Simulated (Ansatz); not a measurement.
CoO: do energies and stresses tell the same story?

Method: DFT PBEsol, scalar-relativistic, plane waves, PAW in Ansatz 0.2.0.

Settings: cutoff 420 eV, Γ-centred mesh 20×20×20 on the computed 2-atom cell, Gaussian smearing of 0.10 eV; collinear spin from starting moments 2.57 0.32 μB.

Relaxed cell: Fm-3m, a = 4.167 Å, b = 4.167 Å, c = 4.167 Å, α = 90.00°, β = 90.00°, γ = 90.00°, 2 atoms in the primitive cell.

Energies at zero smearing and pressures from the stress tensor, at volumes with shape and atoms relaxed:
| V (Å³/atom) | E − E(first) (meV/atom) | P (GPa) |
| --- | --- | --- |
| 7.961 | 0.00 | 26.15 |
| 8.232 | -36.80 | 18.27 |
| 8.504 | -62.23 | 11.25 |
| 8.775 | -75.92 | 5.32 |
| 9.046 | -80.50 | 0.00 |
| 9.318 | -76.42 | -4.71 |
| 9.589 | -64.80 | -9.19 |
| 9.951 | -37.62 | -14.77 |

**Question.** Check P = −dE/dV between neighbouring volumes, and get the bulk modulus from the pressures alone.

**Answer.** With 1 eV/Å³ = 160.2 GPa:
```csv
middle V (Å³/atom),−ΔE/ΔV (GPa),mean P (GPa)
8.097,21.724,22.209
8.368,15.012,14.759
8.639,8.083,8.286
8.911,2.702,2.660
9.182,-2.407,-2.357
9.454,-6.860,-6.949
9.770,-12.035,-11.979
```

The two differ by 0.48 GPa at most. The mean of two end pressures misses the average over a step by about ΔV² P″/12, up to 0.12 GPa here; with that taken off 0.37 GPa remains, from the smearing term (the stress is the derivative of the free energy), the finite cutoff, the mesh or the relaxation's tolerance. The largest site moment goes from 1.72 to 2.53 μB along the series, which bends P(V). Around V = 9.046 Å³/atom, the two neighbours give B = −V ΔP/ΔV = 9.046 × 10.03 / 0.543 = 167.2 GPa, against B0 = 171.1 GPa from the Birch–Murnaghan fit of the energies.

The cell holds one magnetic atom, so it can only be ferromagnetic; an antiferromagnetic order may lie lower.

Only this magnetic start was tried.